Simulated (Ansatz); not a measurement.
Re, one cell by several methods

```
Re
1.0
     2.79771    0.00000    0.00000
    -1.39885    2.42288    0.00000
     0.00000    0.00000    4.52295
Re
2
Cartesian
  0.0000 1.6153 1.1307
  1.3989 0.8076 3.3922
```

Atom numbers follow the list: Re1, Re2.

The structure comes from a relaxation in the same program, started in the hcp type. Whether it is a known phase or the ground state wasn't checked. The listed cell was then made from it by scaling, straining or moving an atom.

No spin–orbit coupling, which matters for the heavy atoms here.

All numbers are computed: DFT, PBE, PAW with Ansatz's default frozen-core files, scalar-relativistic (Ansatz 0.2.0); DFT, PBE, all-electron LAPW, scalar-relativistic (Ansatz 0.2.0).

For PAW: a Γ-centred 14×14×8 k mesh, Fermi–Dirac smearing of 0.08 eV, cutoff 420 eV, no spin polarisation. LAPW targets a basis error of 1 meV/atom. The Ansatz runs share mesh, smearing and spin set-up. Plane-wave (PAW) pressures include the program's estimate of the Pulay term.

Stress and pressure are positive in compression.

The change that made this cell: volume scaled by 1.025.

```csv
quantity,PAW,LAPW
pressure (GPa),-8.52,-8.40
stress xx (GPa),-8.49,-8.37
stress zz (GPa),-8.57,-8.44
```

PAW's pressure differs from the LAPW value by -0.12 GPa.
